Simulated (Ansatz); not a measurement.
CaZrN2 in space group R-3m (No. 166; Ca on 3a, Zr on 3b, N on 6c), DFT-r²SCAN in the program Ansatz with PAW potentials, all energies at zero smearing, with the estimated change up to a 700 eV cutoff added, with one set of potentials and settings (totals compare only within such a set). Cell of 4 atoms (1 Ca, 1 Zr, 2 N): -6793.411 eV.

| element | reference phase | E (eV/atom) |
|---|---|---|
| Ca | Fm-3m, 1 atoms in the cell | -1821.6752 |
| Zr | P6_3/mmc, 2 atoms in the cell | -4195.0260 |
| N | Pa-3, 8 atoms in the cell | -384.8315 |

Formation energy per atom, worked out: (-6793.411 − 1×(-1821.6752) − 1×(-4195.0260) − 2×(-384.8315))/4 = -1.762 eV/atom (-170 kJ per mol of atoms), at 0 K, without zero-point energy or fitted corrections.

The first step of the workflow began from a Materials Project structure, measured or hypothetical; the Crystallography Open Database copy checked does not list it. Whether it is the stable phase at ambient conditions was not checked. The cell was relaxed with r²SCAN under the symmetry of its start; whether a distortion lowers the energy is not shown. No spin polarisation was allowed. The references are the lowest solids computed at this level, not always the standard phases (solids in place of the gases).

Potentials: the later of the program's two PAW sets.
